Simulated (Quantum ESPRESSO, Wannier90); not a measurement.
# SnSe2 (CdI2 type): Wannier90 run

Cell from Materials Project (mp-665), symmetrised, no further relaxation. COD (Crystallography Open Database) has the formula in 2 space groups, this one among them (matched by group alone). Computed values, not measurements, from PBEsol: Quantum ESPRESSO (norm-conserving PseudoDojo potentials, cutoff 69 Ry, no spin polarisation, no spin-orbit coupling) on a Γ-centred 12×12×6 mesh, then Wannier90. Density: 12×12×6 mesh, Gaussian smearing 0.01 Ry. The cell is built of weakly bound layers, chains or molecules, whose nearest atoms lie 4.01 Å apart. Database cells relaxed without dispersion often hold them too far apart, which can enlarge gaps and weakens couplings between them; spacing and stacking were not compared with the measured crystal. Spin-orbit coupling is left out although heavy elements are present.

On the energy scale of pw.x, whose zero is arbitrary, the valence-band maximum lies at 7.38 eV.

Input w.win:

```
num_bands = 21
num_wann = 12
exclude_bands = 1-15
num_iter = 800
conv_tol = 1.0e-6
conv_window = 4
dis_num_iter = 1000
dis_conv_tol = 1.0e-6
dis_froz_max = 9.53
write_hr = true
write_u_matrices = true
begin projections
f=-0.00106,-0.01313,-0.00184: s;p
f=-0.34182,0.32516,-0.24882: s;p
f=0.33449,-0.32196,0.24717: s;p
end projections
begin unit_cell_cart
ang
    3.8419000005    0.0000000000    0.0000000000
   -1.9209500003    3.3271829992    0.0000000000
    0.0000000000    0.0000000000    6.4858800000
end unit_cell_cart
begin atoms_frac
Sn   0.0000000000  0.0000000000  0.0000000000
Se  -0.3333333333  0.3333333333 -0.2429000000
Se   0.3333333333 -0.3333333333  0.2429000000
end atoms_frac
mp_grid = 12 12 6
begin kpoints
0.0000000000 0.0000000000 0.0000000000
0.0000000000 0.0000000000 0.1666666667
0.0000000000 0.0000000000 0.3333333333
... (861 more lines: the 12x12x6 mesh through Gamma)
end kpoints
```

Input of pw2wannier90.x that gives the overlap and projection files (equivalent; here they were cut from one run over all bands):

```
&inputpp
  outdir = './out'
  prefix = 'pwscf'
  seedname = 'w'
  write_amn = .true.
  write_mmn = .true.
/
```

Output w.wout (banner and timings cut):

```
                                    ------
                                    SYSTEM
                                    ------

                              Lattice Vectors (Ang)
                    a_1     3.841900   0.000000   0.000000
                    a_2    -1.920950   3.327183   0.000000
                    a_3     0.000000   0.000000   6.485880

                   Unit Cell Volume:      82.90709  (Ang^3)

                        Reciprocal-Space Vectors (Ang^-1)
                    b_1     1.635437   0.944220  -0.000000
                    b_2     0.000000   1.888440   0.000000
                    b_3     0.000000  -0.000000   0.968748

 *----------------------------------------------------------------------------*
 |   Site       Fractional Coordinate          Cartesian Coordinate (Ang)     |
 +----------------------------------------------------------------------------+
 | sn   1   0.00000   0.00000   0.00000   |    0.00000   0.00000   0.00000    |
 | se   1  -0.33333   0.33333  -0.24290   |   -1.92095   1.10906  -1.57542    |
 | se   2   0.33333  -0.33333   0.24290   |    1.92095  -1.10906   1.57542    |
 *----------------------------------------------------------------------------*
                                ------------
                                K-POINT GRID
                                ------------

             Grid size = 12 x 12 x  6      Total points =  864

 *---------------------------------- MAIN ------------------------------------*
 |  Number of Wannier Functions               :                12             |
 |  Number of Objective Wannier Functions     :                12             |
 |  Number of input Bloch states              :                21             |
 |  Output verbosity (1=low, 5=high)          :                 1             |
 |  Timing Level (1=low, 5=high)              :                 1             |
 |  Optimisation (0=memory, 3=speed)          :                 3             |
 |  Length Unit                               :               Ang             |
 |  Post-processing setup (write *.nnkp)      :                 F             |
 |  Using Gamma-only branch of algorithms     :                 F             |
 *----------------------------------------------------------------------------*
 *------------------------------- WANNIERISE ---------------------------------*
 |  Total number of iterations                :               800             |
 |  Number of CG steps before reset           :                 5             |
 |  Trial step length for line search         :             2.000             |
 |  Convergence tolerence                     :         0.100E-05             |
 |  Convergence window                        :                 4             |
 |  Iterations between writing output         :                 1             |
 |  Iterations between backing up to disk     :               100             |
 |  Write r^2_nm to file                      :                 F             |
 |  Write xyz WF centres to file              :                 F             |
 |  Write on-site energies <0n|H|0n> to file  :                 F             |
 |  Use guiding centre to control phases      :                 F             |
 |  Use phases for initial projections        :                 F             |
 *----------------------------------------------------------------------------*
 *------------------------------- DISENTANGLE --------------------------------*
 |  Using band disentanglement                :                 T             |
 |  Total number of iterations                :              1000             |
 |  Mixing ratio                              :             0.500             |
 |  Convergence tolerence                     :         1.000E-06             |
 |  Convergence window                        :                 3             |
 *----------------------------------------------------------------------------*
 *-------------------------------- PLOTTING ----------------------------------*
 |  Plotting Hamiltonian in WF basis          :                 T             |
 *----------------------------------------------------------------------------*

 *---------------------------------- K-MESH ----------------------------------*
 +----------------------------------------------------------------------------+
 |                    Distance to Nearest-Neighbour Shells                    |
 |                    ------------------------------------                    |
 |          Shell             Distance (Ang^-1)          Multiplicity         |
 |          -----             -----------------          ------------         |
 |             1                   0.157370                      6            |
 |             2                   0.161458                      2            |
 |             3                   0.225464                     12            |
 |             4                   0.272573                      6            |
 |             5                   0.314740                      6            |
 |             6                   0.316804                     12            |
 |             7                   0.322916                      2            |
 |             8                   0.353737                     12            |
       ... (lines left out)
 +----------------------------------------------------------------------------+
 | The b-vectors are chosen automatically                                     |
 | The following shells are used:                       1,  2                 |
 +----------------------------------------------------------------------------+
 |                        Shell   # Nearest-Neighbours                        |
 |                        -----   --------------------                        |
 |                          1               6                                 |
 |                          2               2                                 |
 +----------------------------------------------------------------------------+
 | Completeness relation is fully satisfied [Eq. (B1), PRB 56, 12847 (1997)]  |
 +----------------------------------------------------------------------------+
 |                  b_k Vectors (Ang^-1) and Weights (Ang^2)                  |
 |                  ----------------------------------------                  |
 |            No.         b_k(x)      b_k(y)      b_k(z)        w_b           |
 |            ---        --------------------------------     --------        |
 |             1         0.000000    0.157370    0.000000    13.459684        |
 |             2         0.136286    0.078685    0.000000    13.459684        |
 |             3         0.000000   -0.157370    0.000000    13.459684        |
 |             4         0.136286   -0.078685    0.000000    13.459684        |
 |             5        -0.136286   -0.078685    0.000000    13.459684        |
 |             6        -0.136286    0.078685    0.000000    13.459684        |
 |             7         0.000000    0.000000    0.161458    19.180088        |
 |             8         0.000000    0.000000   -0.161458    19.180088        |
 +----------------------------------------------------------------------------+
 |                           b_k Directions (Ang^-1)                          |
 |                           -----------------------                          |
 |            No.           x           y           z                         |
 |            ---        --------------------------------                     |
 |             1         0.000000    0.157370    0.000000                     |
 |             2         0.136286    0.078685    0.000000                     |
 |             3         0.136286   -0.078685    0.000000                     |
 |             4         0.000000    0.000000    0.161458                     |
 +----------------------------------------------------------------------------+

 Starting a new Wannier90 calculation ...

 Reading overlaps from w.mmn

 Reading projections from w.amn

 *------------------------------- DISENTANGLE --------------------------------*
 +----------------------------------------------------------------------------+
 |                              Energy  Windows                               |
 |                              ---------------                               |
 |                   Outer:   -6.25475  to   24.03484  (eV)                   |
 |                   Inner:   -6.25475  to    9.53000  (eV)                   |
 +----------------------------------------------------------------------------+
   Number of target bands to extract:   12

                   Unitarised projection of Wannier functions
                   ------------------------------------------
   A_mn = <psi_m|g_n> --> S = A.A^+ --> U = S^-1/2.A
   In dis_project... done
   Using an inner window (linner = T)
   In dis_proj_froz... done

                   Extraction of optimally-connected subspace
                   ------------------------------------------
 +---------------------------------------------------------------------+<-- DIS
 |  Iter     Omega_I(i-1)      Omega_I(i)      Delta (frac.)           |<-- DIS
 +---------------------------------------------------------------------+<-- DIS
       1      20.77277920      18.97649736       9.466E-02    <-- DIS
       2      19.54108504      18.43505824       6.000E-02    <-- DIS
       3      18.87452412      18.03225740       4.671E-02    <-- DIS
       4      18.35937370      17.71596508       3.632E-02    <-- DIS
       5      17.95809725      17.46072063       2.849E-02    <-- DIS
       6      17.64093091      17.25083646       2.261E-02    <-- DIS
       ... (lines left out)
     101      15.91193385      15.91197070      -2.316E-06    <-- DIS
       ... (lines left out)
     106      15.91179088      15.91180469      -8.677E-07    <-- DIS
     107      15.91176624      15.91177633      -6.342E-07    <-- DIS
     108      15.91174273      15.91174937      -4.169E-07    <-- DIS

             <<<      Delta < 1.000E-06  over  3 iterations     >>>
             <<< Disentanglement convergence criteria satisfied >>>

        Final Omega_I    15.91174937 (Ang^2)

 +----------------------------------------------------------------------------+

 Writing checkpoint file w.chk... done

 *------------------------------- WANNIERISE ---------------------------------*
 +--------------------------------------------------------------------+<-- CONV
 | Iter  Delta Spread     RMS Gradient      Spread (Ang^2)            |<-- CONV
 +--------------------------------------------------------------------+<-- CONV

 ------------------------------------------------------------------------------
 Initial State
  WF centre and spread    1  (  0.022275, -0.042504, -0.010763 )     2.07428978
  WF centre and spread    2  (  0.001783, -0.001635,  0.010372 )     2.73640245
  WF centre and spread    3  ( -0.017668, -0.003254, -0.001905 )     2.76669944
  WF centre and spread    4  (  0.002008,  0.038283,  0.001932 )     2.73560770
  WF centre and spread    5  ( -1.936319,  1.084730, -1.602985 )     1.07224348
  WF centre and spread    6  ( -1.921083,  1.108190, -1.565866 )     1.84923015
  WF centre and spread    7  ( -1.907198,  1.178542, -1.607832 )     1.83614029
  WF centre and spread    8  ( -1.921383,  1.062281, -1.609041 )     1.84541190
  WF centre and spread    9  (  1.905121, -1.074598,  1.593638 )     1.07041559
  WF centre and spread   10  (  1.920870, -1.108448,  1.575182 )     1.84664438
  WF centre and spread   11  (  1.935108, -1.177650,  1.608463 )     1.83522184
  WF centre and spread   12  (  1.920449, -1.070460,  1.608032 )     1.83788698
  Sum of centres and spreads (  0.003963, -0.006524, -0.000773 )    23.50619398

      0     0.235E+02     0.0000000000       23.5061940024  <-- CONV
        O_D=      0.0147996 O_OD=      7.5796450 O_TOT=     23.5061940 <-- SPRD
 ------------------------------------------------------------------------------
      1    -0.739E-01     0.1310997149       23.4323342598  <-- CONV
        O_D=      0.0162882 O_OD=      7.5042967 O_TOT=     23.4323343 <-- SPRD
      2    -0.128E+00     0.2211076708       23.3044486904  <-- CONV
        O_D=      0.0178477 O_OD=      7.3748517 O_TOT=     23.3044487 <-- SPRD
      3    -0.106E+00     0.2416937243       23.1986423442  <-- CONV
        O_D=      0.0177816 O_OD=      7.2691113 O_TOT=     23.1986423 <-- SPRD
      4    -0.504E-01     0.1797301717       23.1482774064  <-- CONV
        O_D=      0.0169787 O_OD=      7.2195494 O_TOT=     23.1482774 <-- SPRD
      5    -0.215E-01     0.1161410255       23.1268244780  <-- CONV
        O_D=      0.0164699 O_OD=      7.1986052 O_TOT=     23.1268245 <-- SPRD
       ... (lines left out)
    100    -0.354E-01     0.1293963283       20.0528101465  <-- CONV
        O_D=      0.0167754 O_OD=      4.1242854 O_TOT=     20.0528101 <-- SPRD
       ... (lines left out)
    200    -0.607E-03     0.0171682980       19.1240067776  <-- CONV
        O_D=      0.0174029 O_OD=      3.1948546 O_TOT=     19.1240068 <-- SPRD
       ... (lines left out)
    300    -0.506E-04     0.0051068825       19.1043304301  <-- CONV
        O_D=      0.0177435 O_OD=      3.1748375 O_TOT=     19.1043304 <-- SPRD
       ... (lines left out)
    400    -0.130E-04     0.0024583620       19.1014472771  <-- CONV
        O_D=      0.0177863 O_OD=      3.1719116 O_TOT=     19.1014473 <-- SPRD
       ... (lines left out)
    500    -0.409E-05     0.0013069227       19.1007441641  <-- CONV
        O_D=      0.0177930 O_OD=      3.1712018 O_TOT=     19.1007442 <-- SPRD
       ... (lines left out)
    600    -0.416E-05     0.0016730552       19.1004766832  <-- CONV
        O_D=      0.0177944 O_OD=      3.1709329 O_TOT=     19.1004767 <-- SPRD
       ... (lines left out)
    605    -0.935E-06     0.0005066892       19.1004687885  <-- CONV
        O_D=      0.0177940 O_OD=      3.1709254 O_TOT=     19.1004688 <-- SPRD
    606    -0.957E-06     0.0009489882       19.1004678310  <-- CONV
        O_D=      0.0177940 O_OD=      3.1709245 O_TOT=     19.1004678 <-- SPRD
    607    -0.964E-06     0.0004809586       19.1004668671  <-- CONV
        O_D=      0.0177940 O_OD=      3.1709235 O_TOT=     19.1004669 <-- SPRD
             <<<     Delta < 1.000E-06  over  4 iterations     >>>
             <<< Wannierisation convergence criteria satisfied >>>
 Final State
  WF centre and spread    1  (  0.374786, -0.434346, -0.266297 )     2.03545955
  WF centre and spread    2  (  0.042190, -0.051067,  0.615556 )     2.03323318
  WF centre and spread    3  ( -0.597619, -0.095547, -0.176128 )     2.04165074
  WF centre and spread    4  (  0.185772,  0.573616, -0.171774 )     2.04612865
  WF centre and spread    5  ( -2.396589,  1.384046, -1.774471 )     1.36598869
  WF centre and spread    6  ( -1.921456,  1.108511, -1.080442 )     1.37435518
  WF centre and spread    7  ( -1.445141,  1.383758, -1.773887 )     1.36524251
  WF centre and spread    8  ( -1.921242,  0.559908, -1.774834 )     1.36469286
  WF centre and spread    9  (  1.444877, -1.382366,  1.775671 )     1.36490811
  WF centre and spread   10  (  1.921159, -1.111422,  1.080809 )     1.37937313
  WF centre and spread   11  (  2.396463, -1.382505,  1.776337 )     1.36426513
  WF centre and spread   12  (  1.920678, -0.558722,  1.771517 )     1.36516909
  Sum of centres and spreads (  0.003877, -0.006136,  0.002057 )    19.10046684

         Spreads (Ang^2)       Omega I      =    15.911749369
        ================       Omega D      =     0.017794031
                               Omega OD     =     3.170923468
    Final Spread (Ang^2)       Omega Total  =    19.100466867
```
